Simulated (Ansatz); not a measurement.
A geometry of W away from equilibrium: step 2 of the relaxation of a relaxed W cell, doubled along one cell vector, shaken by Gaussian noise of σ = 0.08 Å a coordinate. All values below come from PBE (plane waves to 420 eV, PAW, scalar-relativistic; Ansatz, a program for electronic structure). Γ-centred k-mesh 7×7×6 on the run's cell (coarser than for final values), Fermi–Dirac smearing 0.05 eV.

```
CELL_PARAMETERS angstrom
      5.25310     0.01645    -0.02249
     -2.61230     4.56286    -0.00501
     -0.02201    -0.01837     5.17303
ATOMIC_POSITIONS crystal
  W  0.54370 0.01035 0.24898
  W  0.46551 0.97562 0.75241
  W  0.46555 0.47407 0.26429
  W  0.51247 0.50456 0.75913
  W  0.01164 0.55169 0.23691
  W  0.98885 0.45560 0.74590
```

Q: Which atoms carry the largest force, and which way does it point?

A: 1.95 eV/Å, on W5 (atoms numbered as listed); on W5 its components are (-1.20, 1.50, 0.34).

Q: What is the pressure?

A: -0.6 GPa, compression positive.

No spin polarisation in the result.

Of the parent cell (P6/mmm (No. 191)): it is a generated cell of W: the first start was made by placing the elements on the sites of a structure type, and the end was not matched to a known phase here, so it may be hypothetical. Known forms of W include space group No. 229.
